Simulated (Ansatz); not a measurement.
Ba₃MgTa₂O₉:
Space group P-3m1 (No. 164); a = b = 5.7506 Å, c = 7.0675 Å, α = β = 90.00°, γ = 120.00°

```csv
atom,site,symmetry,x,y,z
Ba,2d,3m.,0.6667,0.3333,0.3367
Ba,1a,-3m.,0.0000,0.0000,0.0000
Mg,1b,-3m.,0.0000,0.0000,0.5000
Ta,2d,3m.,0.3333,0.6667,0.1768
O,6i,.m.,0.1712,0.3424,0.3253
O,3e,.2/m.,0.0000,0.5000,0.0000
```

Relaxed with PBEsol. 

Q: HSE06 on this cell (Ansatz, a quantum-chemistry and plane-wave program, PAW) gives a gap of 4.88 eV. What does PBEsol give?

A: 3.36 eV.

Cost on shared cores: the PBEsol run (SCF on a 6×6×4 mesh, then bands and DOS) around 5 core-minutes (rough), the HSE06 run (SCF on 4×4×3, then a few points) very roughly 14 core-minutes; the tasks are unlike.

The workflow started from a Materials Project entry (that database holds measured and hypothetical structures alike); the Crystallography Open Database files this formula in space group No. 164, but the cells were not matched. Whether it is the stable phase at ambient conditions was not checked. The cell was relaxed with PBEsol under the symmetry of its start; whether a distortion lowers the energy is not shown. The run is not spin-polarised. Spin–orbit coupling is left out wherever it is not named.

Potentials: the later of the program's two PAW sets.

Ansatz is a plane-wave DFT program.
